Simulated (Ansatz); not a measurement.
Si2Mo in space group P6_222 (No. 180; Si on 6j, Mo on 3d) at seven volumes, r²SCAN (plane waves, PAW; program Ansatz), shape and atoms relaxed at each. One row is withheld.

```
V (Å³/atom)  P (GPa)
-----------  -------
12.107         25.73
12.506         15.72
12.905             ?
13.304          0.00
13.703         -6.12
14.102        -11.29
14.501        -15.65
```

Question: Fit the shown pressures and predict the withheld one.

Answer: P = (3/2)B₀(x^(7/2) − x^(5/2))[1 + (3/4)(B′ − 4)(x − 1)] with x = (V₀/V)^(2/3). Least squares on the six rows gives V₀ = 13.304 Å³/atom, B₀ = 221 GPa, B′ = 4.51. At V = 12.905, x = 1.0205 and P = 7.21 GPa. The run itself gave 7.22 GPa.

The workflow started from a Materials Project entry (that database holds measured and hypothetical structures alike); the Crystallography Open Database copy checked does not list it. It is not the phase usual at ambient conditions (space group No. 139). Symmetry was held in the r²SCAN relaxation; phonons on a q-mesh show no instability. The run is not spin-polarised.

Potentials: the earlier of the program's two PAW sets.
